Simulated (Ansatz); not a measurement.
SrTiO$_{3}$:
```cif
data_O3SrTi
_chemical_formula_sum 'Sr1 Ti1 O3'
_space_group_name_H-M_alt 'Pm-3m'
_space_group_IT_number 221
_space_group_name_Hall '-P 4 2 3'
_cell_length_a 3.85481
_cell_length_b 3.85481
_cell_length_c 3.85481
_cell_angle_alpha 90.000
_cell_angle_beta 90.000
_cell_angle_gamma 90.000
loop_
_atom_site_label
_atom_site_type_symbol
_atom_site_symmetry_multiplicity
_atom_site_Wyckoff_symbol
_atom_site_fract_x
_atom_site_fract_y
_atom_site_fract_z
_atom_site_occupancy
Sr1 Sr 1 a 0.00000 0.00000 0.00000 1
Ti1 Ti 1 b 0.50000 0.50000 0.50000 1
O1 O 3 c 0.00000 0.50000 0.50000 1
```

Relaxed with LDA.

**Question.** Decompose the optical modes at the zone centre into irreducible representations, and say which are infrared and Raman allowed.

**Answer.** Point group m-3m: Γ_opt = 3T1u + T2u. Infrared: T1u. Raman: none.

**Question.** Assign frequencies (DFPT, plane-wave PAW LDA (Ansatz code); without the LO–TO term).

**Answer.** T1u 22i, T1u 168, T2u 225, T1u 557 cm⁻¹.

The cell was relaxed with LDA under the symmetry of its start. At this level the phase is dynamically unstable (imaginary phonons). No spin polarisation was allowed.

Potentials: the earlier of the program's two PAW sets. The files were generated under PBE; for other functionals the program regenerates the frozen cores, and for LDA and PBEsol the local potential too.
